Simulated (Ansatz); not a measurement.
## GaN (wurtzite): energy over volume and axial ratio

GaN (wurtzite)

```yaml
crystal:
  lattice:
    - [3.21838, 0.00000, 0.00000]
    - [-1.60919, 2.78720, 0.00000]
    - [0.00000, 0.00000, 5.24320]
  atoms:
    - { symbol: Ga, position: [0.66667, 0.33333, 0.00096] }
    - { symbol: Ga, position: [0.33333, 0.66667, 0.50096] }
    - { symbol: N, position: [0.66667, 0.33333, 0.62424] }
    - { symbol: N, position: [0.33333, 0.66667, 0.12424] }
```

Grid over V/V₀ and (c/a)/(c/a)₀, subscript 0 meaning the relaxed cell; the conventional c axis lies along z; no internal relaxation.

Level of theory: PBE (plane waves to 420 eV, PAW, scalar-relativistic; Ansatz, a quantum-chemistry and plane-wave program). k mesh 12×12×6 (Γ-centred), Fermi-Dirac smearing 0.05 eV. E stands for the smeared free energy. Stress and pressure are positive under compression. As the atoms are clamped, bonds stretch with the cell, which overstates energies and stresses. GaN was relaxed with its symmetry unable to fall. The zero of ΔE is the relaxed starting cell.

ΔE (kJ/mol of atoms), with V/V₀ across and (c/a)/(c/a)₀ down:

```csv
(c/a)/(c/a)₀ \ V/V₀,0.960,0.980,1.000,1.020,1.040
0.880,16.92,15.43,14.51,14.12,14.20
0.940,4.62,3.66,3.27,3.36,3.91
1.000,1.05,0.25,0.00,0.24,0.91
1.060,4.02,3.09,2.70,2.80,3.36
1.120,11.90,10.60,9.88,9.66,9.90
```

σxx (GPa), with V/V₀ across and (c/a)/(c/a)₀ down:

```csv
(c/a)/(c/a)₀ \ V/V₀,0.960,0.980,1.000,1.020,1.040
0.880,-6.3,-9.4,-12.1,-14.6,-16.7
0.940,0.1,-3.4,-6.6,-9.4,-12.0
1.000,7.7,3.7,0.0,-3.3,-6.2
1.060,16.1,11.5,7.3,3.6,0.3
1.120,24.9,19.8,15.2,11.0,7.2
```

Summary:

The modulus against c/a change at fixed volume, (3/4V)·∂²E/∂(ln c/a)² (fit, atoms clamped) is 174 GPa, an upper bound as the atoms could relax. Lowest place on the grid: V/V₀ = 1.000, (c/a)/(c/a)₀ = 1.000 (0.0 meV/atom). Highest place on the grid: V/V₀ = 0.960, (c/a)/(c/a)₀ = 0.880 (175.3 meV/atom).

(A scan under strain: stresses follow from slopes of the energy per volume, elastic moduli from its curvatures.)
